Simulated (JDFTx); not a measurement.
An input for a modified build of JDFTx (ZrB2(1 0 -1 0), CANDLE, water, 1 M NaCl; bohr, hartree) and the course of its log:

```
lattice \
  5.9857454643 0.0000000000 0.0000000000 \
  0.0000000000 6.7130441879 0.0000000000 \
  0.0000000000 0.0000000000 40.6291116795
coords-type Lattice
ion B 0.7979015650 0.5000000000 -0.0844208943 0
ion B 0.2979015650 0.5000000000 -0.0425295020 0
ion B 0.2979015650 0.5000000000 0.0425295020 0
ion B 0.7979015650 0.5000000000 0.0844208943 0
ion Zr 0.2979015650 0.0000000000 -0.1241882933 0
ion Zr 0.7979015650 0.0000000000 0.0000000000 0
ion Zr 0.2979015650 0.0000000000 0.1241882933 0
ion-species pseudo/b_pbe_v1.4.upf
ion-species pseudo/zr_pbe_v1.upf
elec-cutoff 20 100
elec-ex-corr gga-PBE
coulomb-interaction Slab 001
coulomb-truncation-embed 0 0 0
kpoint-folding 8 6 1
elec-smearing Fermi 0.01
elec-n-bands 36
target-mu -0.076806
electronic-scf nIterations 100 energyDiffThreshold 1e-07
fluid LinearPCM
pcm-variant CANDLE
fluid-solvent H2O
fluid-cation Na+ 1
fluid-anion Cl- 1
fluid-minimize nIterations 400 knormThreshold 1e-12
wavefunction read f0.wfns
elec-initial-eigenvals f0.eigenvals
elec-initial-fillings read f0.fillings
fluid-initial-state f0.fluidState
dump-name f0_u0.$VAR
dump End State Ecomponents EigStats BandEigs Forces ElecDensity IonicPositions Fillings Kpoints Dtot FluidDebug BoundCharge FluidDensity
```

```
[one cycle in 5 is shown, and the last three; fluid-solver lines are left out]
	FillingsUpdate:  mu: -0.076806000  nElectrons: 51.724729
SCF: Cycle:  0   G: -148.007256662993257   dG: +1.490e+00   |Residual|: 1.762e-01   |deigs|: 1.066e-05
	FillingsUpdate:  mu: -0.076806000  nElectrons: 53.872530
SCF: Cycle:  5   G: -145.248277164241358   dG: +3.831e+00   |Residual|: 2.912e-01   |deigs|: 3.420e-02
	FillingsUpdate:  mu: -0.076806000  nElectrons: 48.656371
SCF: Cycle: 10   G: -149.457185951504300   dG: -1.893e-03   |Residual|: 4.042e-02   |deigs|: 2.773e-04
	FillingsUpdate:  mu: -0.076806000  nElectrons: 47.734161
SCF: Cycle: 15   G: -149.488065980222814   dG: +2.929e-03   |Residual|: 9.031e-03   |deigs|: 2.842e-03
	FillingsUpdate:  mu: -0.076806000  nElectrons: 47.886891
SCF: Cycle: 20   G: -149.491004072255663   dG: +3.078e-04   |Residual|: 5.339e-03   |deigs|: 3.803e-04
	FillingsUpdate:  mu: -0.076806000  nElectrons: 47.814972
SCF: Cycle: 25   G: -149.491010268634341   dG: -1.917e-02   |Residual|: 4.889e-03   |deigs|: 4.380e-03
	FillingsUpdate:  mu: -0.076806000  nElectrons: 47.567305
SCF: Cycle: 30   G: -149.482654585483488   dG: +5.838e-03   |Residual|: 8.603e-03   |deigs|: 2.018e-03
	FillingsUpdate:  mu: -0.076806000  nElectrons: 46.915192
SCF: Cycle: 35   G: -149.176422749019451   dG: +1.070e-01   |Residual|: 5.334e-02   |deigs|: 3.308e-03
	FillingsUpdate:  mu: -0.076806000  nElectrons: 47.131565
SCF: Cycle: 40   G: -149.313716771038543   dG: -2.538e-01   |Residual|: 4.108e-02   |deigs|: 7.376e-03
	FillingsUpdate:  mu: -0.076806000  nElectrons: 47.457044
SCF: Cycle: 45   G: -149.462240834340605   dG: +8.105e-03   |Residual|: 1.639e-02   |deigs|: 2.091e-03
	FillingsUpdate:  mu: -0.076806000  nElectrons: 47.310119
SCF: Cycle: 50   G: -149.446197085473074   dG: +1.003e-02   |Residual|: 2.094e-02   |deigs|: 1.717e-03
	FillingsUpdate:  mu: -0.076806000  nElectrons: 47.382332
SCF: Cycle: 55   G: -149.460992731135207   dG: -4.189e-02   |Residual|: 1.671e-02   |deigs|: 3.947e-03
	FillingsUpdate:  mu: -0.076806000  nElectrons: 47.096461
SCF: Cycle: 60   G: -149.256310377105962   dG: -1.721e-04   |Residual|: 4.597e-02   |deigs|: 3.404e-04
	FillingsUpdate:  mu: -0.076806000  nElectrons: 47.680804
SCF: Cycle: 65   G: -149.459251409599176   dG: +3.145e-02   |Residual|: 2.061e-02   |deigs|: 7.152e-03
	FillingsUpdate:  mu: -0.076806000  nElectrons: 49.724146
SCF: Cycle: 70   G: -149.339860703860069   dG: +1.463e-01   |Residual|: 6.205e-02   |deigs|: 1.628e-02
	FillingsUpdate:  mu: -0.076806000  nElectrons: 46.460293
SCF: Cycle: 75   G: -149.147067738824774   dG: +2.418e-01   |Residual|: 5.909e-02   |deigs|: 1.222e-02
	FillingsUpdate:  mu: -0.076806000  nElectrons: 46.647107
SCF: Cycle: 80   G: -149.253434767377030   dG: +1.038e-02   |Residual|: 4.793e-02   |deigs|: 5.666e-04
	FillingsUpdate:  mu: -0.076806000  nElectrons: 47.315009
SCF: Cycle: 85   G: -149.453904175615293   dG: +3.423e-02   |Residual|: 1.866e-02   |deigs|: 8.099e-03
	FillingsUpdate:  mu: -0.076806000  nElectrons: 47.907125
SCF: Cycle: 90   G: -149.487037175450666   dG: +4.048e-04   |Residual|: 9.772e-03   |deigs|: 1.350e-04
	FillingsUpdate:  mu: -0.076806000  nElectrons: 47.483190
SCF: Cycle: 95   G: -149.477673668583606   dG: -5.114e-02   |Residual|: 1.075e-02   |deigs|: 6.397e-03
	FillingsUpdate:  mu: -0.076806000  nElectrons: 46.945588
SCF: Cycle: 97   G: -149.186984459821190   dG: +2.545e-01   |Residual|: 5.212e-02   |deigs|: 1.051e-02
	FillingsUpdate:  mu: -0.076806000  nElectrons: 47.063362
SCF: Cycle: 98   G: -149.273807706325613   dG: -8.682e-02   |Residual|: 4.497e-02   |deigs|: 2.723e-03
	FillingsUpdate:  mu: -0.076806000  nElectrons: 46.952845
SCF: Cycle: 99   G: -149.201737400777034   dG: +7.207e-02   |Residual|: 5.126e-02   |deigs|: 2.280e-03
SCF: None of the convergence criteria satisfied after 100 iterations.
IonicMinimize: Iter:   0  G: -149.201737400777034  |grad|_K:  0.000e+00
IonicMinimize: Converged (|grad|_K<1.000000e-04).
```

This run gave no converged result. The electronic loop ended without meeting its threshold, so the last energy, electron count and forces aren't results.
